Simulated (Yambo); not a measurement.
Yambo run on BaNiF₆ (space group R-3m, No. 166). The wavefunctions come from this Quantum ESPRESSO step (LDA, PseudoDojo standard norm-conserving files, scalar-relativistic):

```
&CONTROL
  calculation = 'nscf'
  pseudo_dir = './pseudo'
  outdir = './out'
/
&SYSTEM
  ibrav = 0
  nat = 8
  ntyp = 3
  ecutwfc = 98.0
  ecutrho = 392.0
  occupations = 'fixed'
  force_symmorphic = .true.
  nbnd = 172
/
&ELECTRONS
  conv_thr = 8e-09
  diago_full_acc = .true.
  diago_thr_init = 1e-08
/
ATOMIC_SPECIES
F 18.9984 F.upf
Ni 58.6934 Ni.upf
Ba 137.3270 Ba.upf
CELL_PARAMETERS angstrom
  3.657560054000   2.111693282000   2.325133000000
 -3.657560054000   2.111693282000   2.325133000000
  0.000000000000  -4.223386563000   2.325133000000
ATOMIC_POSITIONS crystal
F   0.734835000000   0.734835000000   0.073650000000
F   0.265165000000   0.265165000000   0.926350000000
F   0.073650000000   0.734835000000   0.734835000000
F   0.926350000000   0.265165000000   0.265165000000
F   0.734835000000   0.073650000000   0.734835000000
F   0.265165000000   0.926350000000   0.265165000000
Ni   0.000000000000   0.000000000000   0.000000000000
Ba   0.500000000000   0.500000000000   0.500000000000
K_POINTS automatic
2 2 2 0 0 0
```

Yambo input:

```
rim_cut
gw0
dyson
el_el_corr
HF_and_locXC
ppa
em1d
RandQpts= 1000000
RandGvec= 1 Ry
EXXRLvcs= 98 Ry
VXCRLvcs= 392 Ry
Chimod= "HARTREE"
% BndsRnXp
 5 | 170 |
%
NGsBlkXp= 7 Ry
% LongDrXp
 1.0 | 1.0 | 1.0 |
%
PPAPntXp= 27.2114 eV
% GbndRnge
 1 | 170 |
%
GTermKind= "BG"
DysSolver= "n"
ExtendOut
% QPkrange
 1 | 1 | 35 | 36 |
 2 | 2 | 35 | 36 |
 3 | 3 | 35 | 36 |
 4 | 4 | 35 | 36 |
%
```

k points by index: 1 = Γ, 2 = L, 3 = F, 4 = Z.

The o-*.qp file then holds:

```
#    K-point    Band    Eo [eV]    E [eV]    E-Eo [eV]    Vxc [eV]    Vnlxc [eV]    Sc|Eo [eV]    Sc|E [eV]    dSc/dw|Eo [eV]    Re(Z)    Im(Z)
#
    1    35    -0.405264    -1.580691    -1.175427    -28.78556    -37.70543    7.334531    7.744448    -9.487745    0.741468    -0.001716
    1    36    1.225060    2.940288    1.715229    -28.42589    -23.46479    -2.691464    -3.245871    -8.794832    0.755738    -0.001645
    2    35    -0.107546    -1.346432    -1.238886    -28.15460    -36.94955    7.137365    7.556066    -9.194784    0.747435    -0.001703
    2    36    1.462878    3.214702    1.751825    -28.82295    -23.81895    -2.677900    -3.252170    -8.919643    0.753127    -0.001600
    3    35    0.000000    -1.267920    -1.267920    -27.94708    -36.75621    7.116928    7.541202    -9.103897    0.749306    -0.001679
    3    36    1.238939    2.971401    1.732462    -28.48005    -23.46840    -2.718714    -3.279185    -8.802582    0.755575    -0.001656
    4    35    -0.133257    -1.365438    -1.232182    -28.22565    -37.04467    7.167369    7.586836    -9.261692    0.746064    -0.001738
    4    36    1.363790    3.083554    1.719765    -28.62622    -23.68362    -2.664071    -3.222836    -8.840613    0.754778    -0.001609
```
(The two width columns are left out.) Convergence of these settings isn't established.

Geometry of the Materials Project entry, not relaxed at this level.

The structure is a Materials Project entry; no match was found in the copy of COD used, and its stability was not checked.

The runs are not spin-polarised; magnetic order was not tried.
